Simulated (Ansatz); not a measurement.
MoPt:
```
MoPt
1.0
    0.00000     2.60829     2.60829
    2.60829     0.00000     2.60829
    2.60829     2.60829     0.00000
Pt Mo
1 1
Cartesian
  0.00000   0.00000   0.00000
  2.60829   2.60829   2.60829
```

Relaxed with r²SCAN.

Map the electron localisation function on the plane through (0.000, 0.000, 0.000) spanned by u = [1, 0, 0] and v = [0, 1, -1] in lattice vectors, from plane-wave PAW r²SCAN (Ansatz code).

x is the fraction of u, y of v (the angle between them is 90°; rows are the nearest grid lines); atoms in the plane: Pt at (0.00, 0.00), Mo at (0.50, 0.50).
```
|%%%#=::-:::-::=#%%%|
|%%%*=::-:.:-::=*%%%|
|%%#+-:-:. .:-:-+#%%|
|#*+=--:.   .:--=+*#|
|==---::.....::---==|
|:::-::-=+++=-::-:::|
|::-::-*%@@@%*-::-::|
|--:..=%@@%@@%=..:--|
|::. .+@@*=*@@+. .::|
|:.  .+@%=.=%@+.  .:|
|::. .+@@*=*@@+. .::|
|--:..=%@@%@@%=..:--|
|::-::-*%@@@%*-::-::|
|:::-::-=+++=-::-:::|
|==---::.....::---==|
|#*+=--:.   .:--=+*#|
|%%#+-:-:. .:-:-+#%%|
|%%%*=::-:.:-::=*%%%|
|%%%#=::-:::-::=#%%%|
```
Scale: ten equal steps from 0.147 (start of ' ') to 0.776 (end of '@'), in the order ' .:-=+*#%@'; x runs from 0.000 to 1.00, y from 0.000 (bottom) to 1.00 (top).

The density is the valence pseudo-density with augmentation charge, so density and ELF within about 1 Å of a nucleus are not all-electron values.

Space group Fm-3m (rock salt). The start of the workflow was typed in or built on a structure type; neither database checked (COD, Materials Project) lists it. Whether it is the stable phase at ambient conditions was not checked. The r²SCAN relaxation kept the symmetry of its start; whether a distortion lowers the energy is not shown. No spin polarisation was allowed. The volume moved by 16 % from the start of the relaxation. Its formation energy is positive at this level, so the cell may be metastable or incomplete. Spin–orbit coupling is left out wherever it is not named.

Potentials: the later of the program's two PAW sets.
